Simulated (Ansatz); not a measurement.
Relaxing an invented SnO₃ structure

Computed with Ansatz, DFT PBE, scalar-relativistic, plane waves, PAW. Cutoff 420 eV, Gaussian smearing, Γ-centred meshes. Cell and atoms relax first on a coarse mesh, the cell is then made exact in the group found at 0.06 to 0.08 Å, and last on a converged mesh; the steps can't lower the symmetry of their start. No spin polarisation.

The guess for SnO₃ was made by a generator: species swapped into a database cell of CrO3 (Ama2, No. 40), with Sn on the Cr sites. The dimensions are guesses.

Space group Ama2 (No. 40). a = 6.190 Å, b = 9.223 Å, c = 5.162 Å, α = 90.00°, β = 90.00°, γ = 90.00°
```tsv
atom	site	symmetry	x	y	z
Sn	4b	m..	0.2500	0.0968	0.5000
O	4b	m..	0.2500	0.1078	0.8284
O	4a	..2	0.0000	0.0000	0.6159
O	4b	m..	0.2500	0.2677	0.6245
```

Formation energies are uncorrected and refer to the elements' standard structures at the same level (O₂ as a molecule). The references include grey tin.

**Question.** What does it relax into?

**Answer.** The symmetry stays Ama2 (No. 40). The volume per atom shrinks by 2.1 %, from 18.4 to 18.0 Å³. The shortest distance goes from 1.70 Å (Sn–O) to 1.50 Å (O–O). The end holds O–O pairs (shortest 1.50 Å, as in peroxide). The end is written in a standard setting, so origin, axes and order of atoms can differ from the start's. Conventional cell: a = 6.182 Å, b = 10.646 Å, c = 4.385 Å. Around Sn lie 4 O at 1.93–2.05 Å and 1 O at 2.38 Å; O on a site of symmetry m is surrounded by 1 O at 1.50 Å, 1 Sn at 2.02 Å and 1 Sn at 2.38 Å; O on a site of symmetry 2 is surrounded by 2 Sn at 1.93 Å; around O on a second site of symmetry m lie 1 O at 1.50 Å and 1 Sn at 2.05 Å.

```cif
data_structure
_symmetry_space_group_name_H-M 'Ama2'
_symmetry_Int_Tables_number 40
_cell_length_a 6.1822
_cell_length_b 10.6461
_cell_length_c 4.3845
_cell_angle_alpha 90.000
_cell_angle_beta 90.000
_cell_angle_gamma 90.000
_cell_volume 288.57
loop_
_atom_site_label
_atom_site_type_symbol
_atom_site_symmetry_multiplicity
_atom_site_Wyckoff_symbol
_atom_site_fract_x
_atom_site_fract_y
_atom_site_fract_z
_atom_site_occupancy
Sn1 Sn 4 b 0.25000 0.10404 0.40311 1
O1 O 4 b 0.25000 0.12231 0.94456 1
O2 O 4 a 0.00000 0.00000 0.47851 1
O3 O 4 b 0.25000 0.23620 0.74262 1
```

**Question.** Give its energy and gap.

**Answer.** The formation energy is −0.525 eV/atom and the gap on the 6×8×8 mesh of the 8-atom cell is 1.12 eV.

The last run used Gaussian smearing of 0.02 eV. Weakly bound directions are ill-defined at this level, which has no dispersion term. Kohn–Sham gaps at this level usually fall short of measured ones. A structure relaxed within its symmetry needn't be a true minimum. Another cell of the same search, in P-1, lies 181 meV/atom lower, so this cell isn't the stable form at this level.
